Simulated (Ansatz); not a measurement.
Cd2SeS:
```xyz
4
Lattice="4.2493 0.0000 0.0000 -2.1246 3.6800 0.0000 0.0000 0.0000 6.9289" Properties=species:S:1:pos:R:3 pbc="T T T"
Cd     0.0000     0.0000     3.3906
Cd     0.0000     2.4533     0.0731
Se     0.0000     2.4533     4.3406
S      0.0000     0.0000     0.8430
```

Relaxed with r²SCAN. Special points in fractions of this cell's reciprocal vectors: Γ (0.000, 0.000, 0.000); M (0.500, 0.000, 0.000); K (0.333, 0.333, 0.000); A (0.000, 0.000, 0.500); L (0.500, 0.000, 0.500); H (0.333, 0.333, 0.500).

List the band energies nearest the valence-band maximum at these points for DFT-r²SCAN with spin–orbit coupling in the program Ansatz with PAW potentials.

In eV from the valence-band maximum; about four levels below and three above (degenerate sets whole), none deeper than 8.9 eV; points with the same levels are listed once.

| k | below | above |
|---|---|---|
| Γ | -0.12 -0.12 0.00 0.00 | 1.12 1.12 2.77 2.77 |
| M | -1.50 -1.50 -0.87 -0.87 | 3.58 3.58 3.83 3.83 |
| K | -1.99 -1.94 -1.79 -1.78 | 4.53 4.53 4.87 |
| A | -0.40 -0.40 -0.17 -0.17 | 2.64 2.64 2.99 2.99 |
| L | -1.42 -1.42 -1.22 -1.22 | 3.34 3.34 3.41 3.41 |
| H | -1.48 -1.41 -1.17 -1.16 | 4.25 4.27 4.31 |

Space group P3m1. The workflow started from a Materials Project entry (that database holds measured and hypothetical structures alike); the Crystallography Open Database copy checked does not list it. Whether it is the stable phase at ambient conditions was not checked. Symmetry was held in the r²SCAN relaxation; its stability against distortions is not shown here.

Potentials: the later of the program's two PAW sets.
